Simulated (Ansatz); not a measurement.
The relaxed structure here is a generated cell of SiNi: the first start was made by placing the elements on the sites of a structure type, and the end was not matched to a known phase here, so it may be hypothetical. Known forms of SiNi include space group No. 62.

A relaxed structure of SiNi. The numbers are results of PBEsol (plane waves to 420 eV, PAW, scalar-relativistic; Ansatz, a program for electronic structure), not measurements.

```xyz
4
Lattice="-1.3176 1.3176 6.8394 1.3176 -1.3176 6.8394 1.3176 1.3176 -6.8394" Properties=species:S:1:pos:R:3 pbc="T T T"
Ni     0.0000     0.0000     0.1480
Ni     0.0000     1.3176     3.5676
Si     0.0000     0.0000     5.5424
Si     1.3176     0.0000     2.1227
```

**Question.** Find the space group and the Wyckoff positions (tolerance 0.01 Å).

**Answer.** Space group I4₁md (No. 109); a = b = 2.6353 Å, c = 13.6787 Å, α = β = γ = 90.00°

```tsv
atom	site	symmetry	x	y	z
Ni	4a	2mm.	0.0000	0.0000	0.7608
Si	4a	2mm.	0.0000	0.0000	0.1552
```

**Question.** Give the shortest distances between elements (the closest pairs, up to four, under 3.6 Å).

**Answer.** Ni–Si 2.36 Å; Ni–Ni 2.64 Å; Si–Si 2.64 Å.

```json
{
  "volume_per_atom": "11.87 Å³",
  "band_gap": "no gap (metallic)",
  "magnetic_moment": "zero (the starting moments vanished)"
}
```

No spin polarisation in the result: the starting moments vanished. A magnetic state may lie lower.

The run could not lose the symmetry of its start, so the end can be a saddle point.
